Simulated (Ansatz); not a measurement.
Relaxation of a generated cell, ZrPbO3 placed in the GdFeO3 structure type; 20 atoms in the cell, which starts as Pnma (No. 62), oP20; a = 5.7513 Å, b = 8.1151 Å, c = 5.7321 Å, α = β = γ = 90.00°. Computed with PBEsol (plane waves to 420 eV, PAW, scalar-relativistic; Ansatz, a first-principles code). Γ-centred k-mesh 4×3×4 on the run's cell (coarser than for final values), Fermi–Dirac smearing 0.05 eV. This is the first round of the run. 

The optimiser's lines from the output (shortened; P is positive under compression):

```
relax step   1: F+E_penalty+E_count = -70283.79044973 eV  Δ(F+E_penalty+E_count) = +0.000e0 eV  max|allowed force component| = 4.141e-1 eV/Å  Δτ_max = 0.0000 Å  P = +7.902 GPa  Ω = 267.530 Å³  (7 SCF iters, dr2 threshold 1.00e-7 eV, accepted)
relax step   2: F+E_penalty+E_count = -70284.02934057 eV  Δ(F+E_penalty+E_count) = -2.389e-1 eV  max|allowed force component| = 2.088e-1 eV/Å  Δτ_max = 0.1459 Å  P = -3.671 GPa  Ω = 284.045 Å³  (6 SCF iters, dr2 threshold 2.00e-6 eV, accepted)
relax step   3: F+E_penalty+E_count = -70284.15554625 eV  Δ(F+E_penalty+E_count) = -1.262e-1 eV  max|allowed force component| = 1.699e-1 eV/Å  Δτ_max = 0.0632 Å  P = -0.583 GPa  Ω = 279.024 Å³  (6 SCF iters, dr2 threshold 2.00e-6 eV, accepted)
relax step   4: F+E_penalty+E_count = -70284.17167150 eV  Δ(F+E_penalty+E_count) = -1.613e-2 eV  max|allowed force component| = 6.047e-2 eV/Å  Δτ_max = 0.0214 Å  P = +0.299 GPa  Ω = 277.606 Å³  (6 SCF iters, dr2 threshold 1.80e-6 eV, accepted)
relax step   5: F+E_penalty+E_count = -70284.17468367 eV  Δ(F+E_penalty+E_count) = -3.012e-3 eV  max|allowed force component| = 3.788e-2 eV/Å  Δτ_max = 0.0087 Å  P = +0.145 GPa  Ω = 277.766 Å³  (6 SCF iters, dr2 threshold 6.16e-7 eV, accepted)
relax step   6: F+E_penalty+E_count = -70284.17558878 eV  Δ(F+E_penalty+E_count) = -9.051e-4 eV  max|allowed force component| = 1.980e-2 eV/Å  Δτ_max = 0.0155 Å  P = +0.045 GPa  Ω = 277.908 Å³  (6 SCF iters, dr2 threshold 2.11e-7 eV, accepted)
relax step   7: F+E_penalty+E_count = -70284.17613875 eV  Δ(F+E_penalty+E_count) = -5.500e-4 eV  max|allowed force component| = 2.190e-3 eV/Å  Δτ_max = 0.0065 Å  P = -0.000 GPa  Ω = 277.929 Å³  (6 SCF iters, dr2 threshold 2.45e-8 eV, accepted)
relax step   8: F+E_penalty+E_count = -70284.22212243 eV  Δ(F+E_penalty+E_count) = -4.598e-2 eV  max|allowed force component| = 2.050e-3 eV/Å  Δτ_max = 0.0000 Å  P = +0.262 GPa  Ω = 277.929 Å³  stress off target by 2.71e-1 GPa  SCF on the basis re-selected at this cell (its energy is not comparable with the rows above)  (6 SCF iters)
relax step   9: F+E_penalty+E_count = -70284.22086850 eV  Δ(F+E_penalty+E_count) = +1.254e-3 eV  max|allowed force component| = 1.961e-3 eV/Å  Δτ_max = 0.0033 Å  P = -0.015 GPa  Ω = 278.395 Å³  (6 SCF iters, dr2 threshold 1.83e-7 eV, accepted)
relax step  10: F+E_penalty+E_count = -70284.22098561 eV  Δ(F+E_penalty+E_count) = -1.171e-4 eV  max|allowed force component| = 1.656e-4 eV/Å  Δτ_max = 0.0010 Å  P = +0.000 GPa  Ω = 278.365 Å³  (6 SCF iters, dr2 threshold 2.15e-9 eV, accepted)
relax step  11: F+E_penalty+E_count = -70284.22249057 eV  Δ(F+E_penalty+E_count) = -1.505e-3 eV  max|allowed force component| = 1.564e-4 eV/Å  Δτ_max = 0.0000 Å  P = +0.004 GPa  Ω = 278.365 Å³  stress off target by 1.25e-2 GPa  SCF on the basis re-selected at this cell (its energy is not comparable with the rows above)  (9 SCF iters)
```

From the first to the last row the energy changes by -0.02 eV/atom and the volume by +4.0 %. The last row is marked as not comparable with the walk above it, whose basis was carried along; it does compare with step 1, since both stand on a basis selected at the nominal cutoff for their own cell.

Later rounds, restarted from the end of this one on a renewed k-mesh, logged 7 more steps and released under 1 meV/atom more. The final structure after all rounds: Pnma (No. 62), oP20, AFLOW prototype AB3C_oP20_62_c_cd_a (as in CaTiO3); a = 5.828 Å, b = 8.221 Å, c = 5.810 Å, α = 90.00°, β = 90.00°, γ = 90.00°. Between re-selections the logged energies stand on a plane-wave basis carried along with the cell. No spin polarisation in the result.

The run could not lose the symmetry of its start.

The first start was generated by placing the elements on the sites of a structure type. Materials Project lists a structure of ZrPbO3 in the same space group, Pnma (No. 62); the sites were not compared with it, nor with measured phases.
